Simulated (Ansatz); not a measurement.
Relaxed KI (rock salt):

```
CELL_PARAMETERS angstrom
      0.00000     3.54577     3.54577
      3.54577     0.00000     3.54577
      3.54577     3.54577     0.00000
ATOMIC_POSITIONS crystal
  I  0.00000 0.00000 0.00000
  K  0.50000 0.50000 0.50000
```

The numbers are results of r2SCAN (plane waves to 500 eV, PAW, scalar-relativistic; Ansatz, a program for electronic structure), not measurements. k mesh 7×7×7 (Γ-centred), Fermi-Dirac smearing 0.05 eV. KI was relaxed with its symmetry unable to fall. Spin-orbit coupling is left out, though I is heavy.

One atom of the cell was then moved (with its periodic images), all else fixed, and the forces (eV/Å) came out as:

```tsv
atom	Fx	Fy	Fz
I1	-0.711	-0.711	0.000
K2	0.711	0.711	0.000
```

With two atoms only their relative shift counts; take I1 as fixed.

Q: Which atom was moved, and by which vector (Å)?

A: K2, by (-0.50, -0.50, 0.00), 0.71 Å in all.

(For displaced atoms, the force is minus the slope of the energy, and its curvature is a force constant, which sets phonon frequencies.)
